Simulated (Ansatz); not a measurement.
## What DFT gives for CsEuCl3

```
Cs Eu Cl
1.0
     5.56402    0.00000    0.00000
     0.00000    5.56402    0.00000
     0.00000    0.00000    5.59489
Cs Eu Cl
1 1 3
Direct
  0.00000 0.00000 0.00000
  0.50000 0.50000 0.51200
  0.50000 0.50000 0.97400
  0.00000 0.50000 0.50000
  0.50000 0.00000 0.50000
```

Method: HSE06, collinear spin; PAW, plane waves to 420 eV, 3×3×3 Γ-centred mesh, fermi-dirac occupations (width 0.1 eV) (Ansatz 0.2.0), atoms fixed.

Magnetic state (reached from a saved solution, and it need not be the lowest): Eu2 up.

- Stress: The pressure is 2.0 GPa (compression positive), so with the atoms held at these fractions the cell would first expand; the forces are large, so a full relaxation may end otherwise. The principal stresses 1.6, 1.6, 2.7 GPa differ, so its shape would change too.
- Band edges: Within 0.7 eV of the edges, the states project mainly on Eu f (98 %) below the gap and on Eu d (45 %) and Cs s (30 %) above it.
- Moments: Eu2 +6.96 μB of spin moment in Bader basins; net size 7.00 μB a cell.
- Electronic structure: The gap on the k mesh is 2.87 eV; the mesh may miss the band edges, so the true gap of this level can be smaller.
- Contacts: Eu–Cl at 2.58 Å: least valence density 0.38 e/Å³ and ELF 0.16 there. Cs–Cl at 3.94 Å: least valence density 0.03 e/Å³ and ELF 0.02 there, so no covalent bond. These are pseudo-fields; inside the PAW spheres they differ from the all-electron ones.
- Charges: Bader charges in e: Cs +0.90, Eu +1.55, Cl -0.82. In the mean Eu gives up most and Cl takes most.
- Forces: The largest is on Cl3: 1.45 eV/Å, components (0.00, 0.00, 1.45). It makes 180° with the line to a nearest neighbour, Eu2 at 2.58 Å, pointing away from it.

Origin: a database entry at a rescaled volume. Caveats: an odd or shifted mesh can miss the band edges, so this level's true gap may be smaller; the exchange threshold is loose for a stress; the SCF threshold is loose for a stress.
